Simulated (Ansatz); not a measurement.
Values for one crystal, relaxed and computed with r²SCAN in the plane-wave PAW code Ansatz; other levels are named.

```yaml
volume_per_atom: 13.67 Å³
band_gap: 3.19 eV (direct)
electron_effective_mass: 2.1, 2.1, 6.2 mₑ (principal values)
Hole effective mass with spin–orbit coupling: 2.6, 2.6, 3.8 mₑ (principal values)
Electron effective mass with spin–orbit coupling: 2.1, 2.1, 6.3 mₑ (principal values)
Gap with spin–orbit coupling: 3.18 eV
Hole effective mass, band 2 of 2 at the edge: 2.1 along x, 3.9 along z (mₑ)
```

Which of these materials gives this?
(A) Ba3In2O5F2, I4/mmm (Pearson symbol tI24)
(B) In2Pt2O7, Fd-3m (In on 16d, Pt on 16c, O on 8b, O on 48f)
(C) NaTcO4, I4_1/a (Tc on 4a, Na on 4b, O on 16f)
(D) YPO4, I4_1/amd (Y on 4a, P on 4b, O on 16h)

C, NaTcO4, I4_1/a (Tc on 4a, Na on 4b, O on 16f)

The workflow started from an entry of the Crystallography Open Database (COD, 296 K). Its standing as an ambient phase is unchecked. Symmetry was held in the r²SCAN relaxation; its stability against distortions is not shown here. The run is not spin-polarised. Spin–orbit coupling is left out wherever it is not named.

Potentials: the later of the program's two PAW sets (Tc and Pm come from another file).
